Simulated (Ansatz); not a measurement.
AlNi₃ (Cu3Au type)

```xyz
4
Lattice="3.5191 0.0000 0.0000 0.0000 3.5191 0.0000 0.0000 0.0000 3.5191" Properties=species:S:1:pos:R:3 pbc="T T T"
Ni     0.0000     1.7596     1.7596
Ni     1.7596     1.7596     0.0000
Ni     1.7596     0.0000     1.7596
Al     0.0000     0.0000     0.0000
```

The relaxed cell is deformed in two ways at once: its volume V is scaled, and at that volume it is stretched along z (the c axis of the conventional cell) so that c/a changes. Fractional atomic positions are held.

Method: PBEsol (plane waves to 420 eV, PAW, scalar-relativistic; Ansatz, a program for electronic structure). k mesh 13×13×13 (Γ-centred), Fermi-Dirac smearing 0.05 eV. Stress and pressure are positive under compression. The magnetisation changes by over a third across the map, so nothing is fitted. With partly filled bands, the response to shear is sensitive to the k mesh, so small differences along c/a are uncertain. AlNi3 was relaxed with its symmetry unable to fall. Relaxed AlNi3 ends ferromagnetic. The magnetic order is the one the run started from; other orders were not tried.

At one point of the scan the stress tensor (GPa) is:

```
   18.3      0.0      0.0
    0.0     18.3      0.0
    0.0      0.0     25.8
```

Task: Which point is it?
A) V/V₀ = 0.960, (c/a)/(c/a)₀ = 1.060
B) V/V₀ = 0.920, (c/a)/(c/a)₀ = 1.120
C) V/V₀ = 1.000, (c/a)/(c/a)₀ = 0.940
D) V/V₀ = 0.920, (c/a)/(c/a)₀ = 0.880

Result: D, V/V₀ = 0.920, (c/a)/(c/a)₀ = 0.880

(Under strain, the slope of the energy per volume gives the stress and its curvature an elastic modulus.)
